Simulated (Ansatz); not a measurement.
Task: TiSi2 in space group Cmcm (No. 63; Ti on 4c, Si on 4c, Si on 4c) is relaxed with PBEsol (plane waves, PAW; program Ansatz). What lattice parameters of the conventional cell result?

Result: a = 3.515 Å, b = 13.344 Å, c = 3.557 Å.

Task: Give the free coordinates with the occupied sites.

Result: In one choice of origin and axes:

| atom | site | symmetry | x | y | z |
|---|---|---|---|---|---|
| Ti | 4c | m2m | 0.0000 | 0.1024 | 0.7500 |
| Si | 4c | m2m | 0.0000 | 0.5601 | 0.2500 |
| Si | 4c | m2m | 0.0000 | 0.2496 | 0.2500 |

Task: Is it a metal or does it have a gap at this level?

Result: No gap at this level.

Symmetry was held in the PBEsol relaxation; of distortions, only those at the zone centre were tested. No spin polarisation was allowed.

Potentials: the earlier of the program's two PAW sets.
